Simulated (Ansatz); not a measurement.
Input file for Ansatz (a program for electronic structure):

Ansatz 0.2 input:
```yaml
crystal:
  lattice:
    - [0.0, 2.4885984959, 2.4885984959]
    - [2.4885984959, 0.0, 2.4885984959]
    - [2.4885984959, 2.4885984959, 0.0]
  atoms:
    - { symbol: Y, position: [0.0, 0.0, 0.0] }
kpoints:
  mp_grid: { grid: [30, 30, 30] }
hamiltonian:
  xc: pbesol
  pseudopotentials: { azcp: { folder: ./paw }, kind: paw }
scf:
  occupations: { method: fermi_dirac, width: 0.1 }
elastic: { mode: relaxed_ion, stencil: two_point, amplitude: 0.005, f_tol: 0.0005 }
```

Output (shortened):

```
Pseudopotential: Y, paw, valence charge 11
Functional definition: PBEsol
Crystal: 1 atoms, lattice volume = 30.824 Å³
Basis set: ecut = 420 eV, 609 PW (Γ), exchange–correlation on 48×48×48 points (8 copies of the dense FFT grid, shifted against one another)
Bands: 10, of which v1, the nominal top of the filled ones, is band 6 counted from 1 (5 counted from 0)
Symmetry: 48 space group operations
Space group: Fm-3m (ITA 225), of the structure as read, at distance tolerance 3.1e-5 Å
k-points: 752 of 27000
SCF iter   1: F=—  HF=-3795.126998 eV  |F-HF|=—  |Δ(HF+E_count)|=         —  Δρ=1.23e-2  dr2=7.41e-2  ethr=3.10e-3  ⟨swp⟩=5.0  Hψ=42211  notcnv=0
preconditioner: auto → none
SCF iter   2: F=—  HF=-3795.109497 eV  |F-HF|=—  |Δ(HF+E_count)|=   1.75e-2  Δρ=7.53e-3  dr2=2.84e-2  ethr=6.74e-4  ⟨swp⟩=1.4  Hψ=13895  notcnv=0
SCF iter   3: F=—  HF=-3795.099231 eV  |F-HF|=—  |Δ(HF+E_count)|=   1.03e-2  Δρ=4.74e-4  dr2=6.85e-5  ethr=2.58e-4  ⟨swp⟩=3.0  Hψ=14844  notcnv=0
SCF iter   4: F=—  HF=-3795.099267 eV  |F-HF|=—  |Δ(HF+E_count)|=   3.58e-5  Δρ=9.71e-5  dr2=2.56e-6  ethr=6.23e-7  ⟨swp⟩=2.1  Hψ=11908  notcnv=0
SCF iter   5: F=—  HF=-3795.099267 eV  |F-HF|=—  |Δ(HF+E_count)|=   1.50e-7  Δρ=5.03e-6  dr2=4.53e-9  ethr=2.33e-8  ⟨swp⟩=2.0  Hψ=10672  notcnv=0
SCF iter   6: F=—  HF=-3795.099267 eV  |F-HF|=—  |Δ(HF+E_count)|=   4.50e-8  Δρ=3.33e-7  dr2=1.48e-11  ethr=4.12e-11  ⟨swp⟩=2.0  Hψ=11128  notcnv=0
SCF iter   7: F=-3795.099267 eV  HF=-3795.099267 eV  |F-HF|=4.55e-13  |Δ(HF+E_count)|=  3.18e-12  Δρ=2.07e-8  dr2=5.93e-14  ethr=1.00e-12  ⟨swp⟩=3.7  Hψ=28250  notcnv=0
the search or the solves at the SCF's close seem to have found levels that the self-consistency loop had missed (the run counts 1) …
SCF 1 converged in 7 iterations: F = -3795.099267 eV  dr2 = 5.93e-14
Crystal: 1 atoms, lattice volume = 30.670 Å³
Symmetry: 16 space group operations
k-points: 1992 of 27000
iter 1 solved again at ethr=3.58e-7 eV; its pass at ethr=3.10e-3 eV (dr2=3.94e-5 eV) is discarded
SCF iter   1: F=—  HF=-3795.098979 eV  |F-HF|=—  |Δ(HF+E_count)|=         —  Δρ=1.63e-4  dr2=7.07e-6  ethr=3.58e-7  ⟨swp⟩=3.1  Hψ=144154  notcnv=0
preconditioner: auto → none
SCF iter   2: F=—  HF=-3795.098978 eV  |F-HF|=—  |Δ(HF+E_count)|=   4.36e-7  Δρ=7.38e-5  dr2=1.35e-6  ethr=6.42e-8  ⟨swp⟩=1.0  Hψ=19929  notcnv=0
SCF iter   3: F=—  HF=-3795.098979 eV  |F-HF|=—  |Δ(HF+E_count)|=   4.56e-7  Δρ=8.49e-6  dr2=1.40e-8  ethr=1.23e-8  ⟨swp⟩=1.0  Hψ=19920  notcnv=0
SCF iter   4: F=—  HF=-3795.098979 eV  |F-HF|=—  |Δ(HF+E_count)|=   1.55e-9  Δρ=1.71e-6  dr2=4.38e-10  ethr=1.27e-10  ⟨swp⟩=2.2  Hψ=29364  notcnv=0
SCF iter   5: F=—  HF=-3795.098979 eV  |F-HF|=—  |Δ(HF+E_count)|=  9.28e-11  Δρ=2.27e-7  dr2=3.42e-12  ethr=3.98e-12  ⟨swp⟩=2.5  Hψ=32201  notcnv=0
SCF iter   6: F=—  HF=-3795.098979 eV  |F-HF|=—  |Δ(HF+E_count)|=    0.00e0  Δρ=2.95e-8  dr2=1.68e-13  ethr=1.00e-12  ⟨swp⟩=4.6  Hψ=64513  notcnv=0
SCF iter   7: F=-3795.098979 eV  HF=-3795.098979 eV  |F-HF|=4.55e-13  |Δ(HF+E_count)|=  1.36e-12  Δρ=3.02e-9  dr2=8.29e-16  ethr=1.00e-12  ⟨swp⟩=4.0  Hψ=53493  notcnv=0
SCF 2 converged in 7 iterations: F = -3795.098979 eV  dr2 = 8.29e-16
Crystal: 1 atoms, lattice volume = 30.979 Å³
iter 1 solved again at ethr=3.23e-11 eV; its pass at ethr=3.10e-3 eV (dr2=3.55e-9 eV) is discarded
SCF iter   1: F=—  HF=-3795.099264 eV  |F-HF|=—  |Δ(HF+E_count)|=         —  Δρ=1.43e-5  dr2=3.67e-9  ethr=3.23e-11  ⟨swp⟩=2.8  Hψ=137566  notcnv=0
preconditioner: auto → none
SCF iter   2: F=—  HF=-3795.099264 eV  |F-HF|=—  |Δ(HF+E_count)|=   2.10e-7  Δρ=7.09e-6  dr2=5.26e-10  ethr=3.23e-11  ⟨swp⟩=2.6  Hψ=31169  notcnv=0
SCF iter   3: F=—  HF=-3795.099264 eV  |F-HF|=—  |Δ(HF+E_count)|=   2.12e-8  Δρ=1.45e-6  dr2=2.16e-11  ethr=4.78e-12  ⟨swp⟩=1.4  Hψ=21340  notcnv=0
SCF iter   4: F=-3795.099264 eV  HF=-3795.099264 eV  |F-HF|=9.09e-13  |Δ(HF+E_count)|=  9.14e-10  Δρ=2.27e-8  dr2=7.57e-14  ethr=1.00e-12  ⟨swp⟩=3.2  Hψ=78020  notcnv=0
SCF 3 converged in 4 iterations: F = -3795.099264 eV  dr2 = 7.57e-14
Crystal: 1 atoms, lattice volume = 30.824 Å³
Symmetry: 8 space group operations
k-points: 3736 of 27000
iter 1 solved again at ethr=1.02e-7 eV; its pass at ethr=3.10e-3 eV (dr2=1.12e-5 eV) is discarded
SCF iter   1: F=—  HF=-3795.099186 eV  |F-HF|=—  |Δ(HF+E_count)|=         —  Δρ=1.36e-4  dr2=3.56e-6  ethr=1.02e-7  ⟨swp⟩=3.2  Hψ=266461  notcnv=0
preconditioner: auto → none
SCF iter   2: F=—  HF=-3795.099185 eV  |F-HF|=—  |Δ(HF+E_count)|=   2.62e-7  Δρ=6.64e-5  dr2=5.90e-7  ethr=3.23e-8  ⟨swp⟩=1.0  Hψ=37360  notcnv=0
SCF iter   3: F=—  HF=-3795.099186 eV  |F-HF|=—  |Δ(HF+E_count)|=   5.47e-7  Δρ=1.00e-5  dr2=1.25e-8  ethr=5.36e-9  ⟨swp⟩=1.0  Hψ=37442  notcnv=0
SCF iter   4: F=—  HF=-3795.099186 eV  |F-HF|=—  |Δ(HF+E_count)|=   6.42e-9  Δρ=4.39e-7  dr2=1.94e-11  ethr=1.13e-10  ⟨swp⟩=1.7  Hψ=43584  notcnv=0
SCF iter   5: F=—  HF=-3795.099186 eV  |F-HF|=—  |Δ(HF+E_count)|=  1.82e-11  Δρ=7.24e-8  dr2=5.47e-13  ethr=1.76e-13 (applied; sched 1.00e-12)  ⟨swp⟩=2.6  Hψ=61674  notcnv=0
SCF iter   6: F=-3795.099186 eV  HF=-3795.099186 eV  |F-HF|=1.82e-12  |Δ(HF+E_count)|=  4.55e-13  Δρ=1.57e-8  dr2=8.08e-14  ethr=1.00e-12  ⟨swp⟩=4.1  Hψ=113862  notcnv=0
SCF 4 converged in 6 iterations: F = -3795.099186 eV  dr2 = 8.08e-14
Crystal: 1 atoms, lattice volume = 30.824 Å³
iter 1 solved again at ethr=1.67e-11 eV; its pass at ethr=3.10e-3 eV (dr2=1.83e-9 eV) is discarded
SCF iter   1: F=—  HF=-3795.099186 eV  |F-HF|=—  |Δ(HF+E_count)|=         —  Δρ=5.27e-6  dr2=1.88e-9  ethr=1.67e-11  ⟨swp⟩=2.4  Hψ=255496  notcnv=0
preconditioner: auto → none
SCF iter   2: F=—  HF=-3795.099186 eV  |F-HF|=—  |Δ(HF+E_count)|=   2.60e-7  Δρ=2.61e-6  dr2=3.65e-10  ethr=1.67e-11  ⟨swp⟩=1.0  Hψ=37360  notcnv=0
SCF iter   3: F=—  HF=-3795.099186 eV  |F-HF|=—  |Δ(HF+E_count)|=   2.25e-9  Δρ=2.48e-7  dr2=5.50e-12  ethr=3.32e-12  ⟨swp⟩=1.0  Hψ=37360  notcnv=0
SCF iter   4: F=-3795.099186 eV  HF=-3795.099186 eV  |F-HF|=1.82e-12  |Δ(HF+E_count)|=  1.82e-11  Δρ=5.50e-8  dr2=9.35e-14  ethr=1.00e-12  ⟨swp⟩=3.0  Hψ=138795  notcnv=0
SCF 5 converged in 4 iterations: F = -3795.099186 eV  dr2 = 9.35e-14
SCF converged after 7 iterations
Free energy (F): -3795.099267 eV
Harris-Foulkes:  -3795.099267 eV  (|F-HF|=4.55e-13)
Internal energy: -3795.049778 eV  (E = F + TS)
E sigma→0 (E₀):  -3795.074522 eV
Entropy (-TS):   -0.049489 eV (-49.489 meV/atom)
Fermi energy:    10.045340 eV
--- Per-component energies (eV) ---
  E_band       = -112.518608
  E_kinetic    = 316.174091
  E_local      = -580.334110  (includes V_loc(G=0)·N_el)
  E_nonlocal   = 28.821539
  E_hartree    = 183.563956
  E_xc         = -177.020281
  E_vxc        = -204.641483  (∫ρ·V_xc dr)
  E_paw        = -2763.897155  (= ΣΔE_a)
  E_vpaw       = -39.666577  (= ΣTr[D̂ρ^β])
  E_aug_tail   = 0.000023  (compensation charges beyond the density's cutoff)
  E_ewald      = -802.506613
  E_core_change = 0.148773  (= ΣΔE_core)
  E_smearing   = -0.049489  (= −TS)
  E_closure    = 0.000000  (closes the sum)
  Σ components = -3795.099267   (vs F -3795.099267, Δ=0.00e0)
  [band-id]    e_kinetic+e_local+e_nonlocal+2·e_hartree+e_vxc+e_vpaw+e_augmentation_tail = -112.518605   (vs E_band -112.518608, Δ=3.30e-6)
--- Forces (eV/Å), atoms counted from 1 ---
  atom   1  Y      0.00000000     0.00000000     0.00000000
  max |Σ_I F_I| component: 0.0 eV/Å
--- Stress (GPa, compression-positive) ---
        0.147664       0.000000       0.000000
        0.000000       0.147664       0.000000
        0.000000       0.000000       0.147664
  P = ⅓ Tr σ = 0.1477 GPa (1.477 kbar)
--- Band table (eV; the first three rows and the last of 752) ---
  k-point 0: bands = ["-32.3764", "-12.0605", "-12.0605", "-12.0605", "5.2405", "11.8809", "11.8809", "11.8809", "14.0327", "14.0327"]
  k-point 1: bands = ["-32.3755", "-12.0685", "-12.0615", "-12.0615", "5.2701", "11.8458", "11.8954", "11.8954", "14.0152", "14.0152"]
  k-point 2: bands = ["-32.3728", "-12.0922", "-12.0644", "-12.0644", "5.3580", "11.7461", "11.9372", "11.9372", "13.9669", "13.9669"]
  k-point 751: bands = ["-32.2646", "-12.5287", "-12.4871", "-12.3151", "9.2094", "10.1759", "10.4846", "12.8222", "16.0695", "17.7990"]
--- Elastic constants: 2 strain directions × 2 members + reference (group order 48) ---
  dense FFT box of the reference and of every strained cell: 24×24×24
  strains applied: 11, 23; error gains: componentwise 1.00 (the most a stress slope's error grows in a printed constant), spectral 1.73 (1 for all six strains …
  C = ∂σ_k/∂η_j (tension-positive GPa; Voigt order 11 22 33 23 13 12):
        60.515     31.944     31.944      0.000      0.000      0.000
        31.944     60.515     31.944      0.000      0.000      0.000
        31.944     31.944     60.515      0.000      0.000      0.000
         0.000      0.000      0.000     33.630      0.000      0.000
         0.000      0.000      0.000      0.000     33.630      0.000
         0.000      0.000      0.000      0.000      0.000     33.630
  reference stress σ⁰ (GPa):     -0.148     -0.148     -0.148      0.000      0.000      0.000
  C* (energy form; C + prestress term) asymmetry max|C*_kj − C*_jk| = 1.421e-14 GPa — a small one proves nothing (zero by symmetry where the batch's group is …
  moduli (Voigt/Reuss/Hill, GPa): K = 41.47/41.47/41.47   G = 25.89/21.81/23.85   E = 60.05   ν = 0.259
  mechanically stable: yes (min eigenvalue of sym C = 28.57 GPa)
  where every solve meets its electron count the energy-path curvature estimates C_jj along a normal strain and C_jj − ¼(σ⁰_aa + σ⁰_bb) along a shear (ab), of …
  strain η (Voigt 11):  stress-route row diagonal C_11 = 60.52 GPa, energy-path curvature d²(F+E_count+ΔE)/dδ²/Ω₀ = 60.51 GPa
         δ    σ_11 (GPa)             F (eV)   n_scf  n_hpsi   n_pw
    -5.000e-3      -0.4524       -3795.0989787       7  387994    612   relax 0 steps, max|allowed force component| 0.00e0 eV/Å
     5.000e-3       0.1527       -3795.0992643       4  292547    620   relax 0 steps, max|allowed force component| 0.00e0 eV/Å
  strain η (Voigt 23):  stress-route row diagonal C_44 = 33.63 GPa, energy-path curvature d²(F+E_count+ΔE)/dδ²/Ω₀ = 33.70 GPa
         δ    σ_23 (GPa)             F (eV)   n_scf  n_hpsi   n_pw
    -5.000e-3      -0.1682       -3795.0991859       6  606203    620   relax 0 steps, max|allowed force component| 0.00e0 eV/Å
     5.000e-3       0.1682       -3795.0991859       4  514859    620   relax 0 steps, max|allowed force component| 0.00e0 eV/Å
```

Cost: roughly 2.7 core-minutes on shared cores.

The workflow started from a Materials Project entry (that database holds measured and hypothetical structures alike); the Crystallography Open Database files this formula in space group No. 225, but the cells were not matched. It is not the phase usual at ambient conditions (space group No. 194). The PBEsol relaxation kept the symmetry of its start; its stability against distortions is not shown here. The run is not spin-polarised. As this level gives no gap, shear constants depend on the k-mesh and smearing (Fermi–Dirac, 0.1 eV here). Scalar-relativistic: spin–orbit coupling is off unless named, which matters more the heavier the elements.

Potentials: the earlier of the program's two PAW sets. The files were generated under PBE; for other functionals the program regenerates the frozen cores, and for LDA and PBEsol the local potential too.

Ansatz is a plane-wave DFT program.
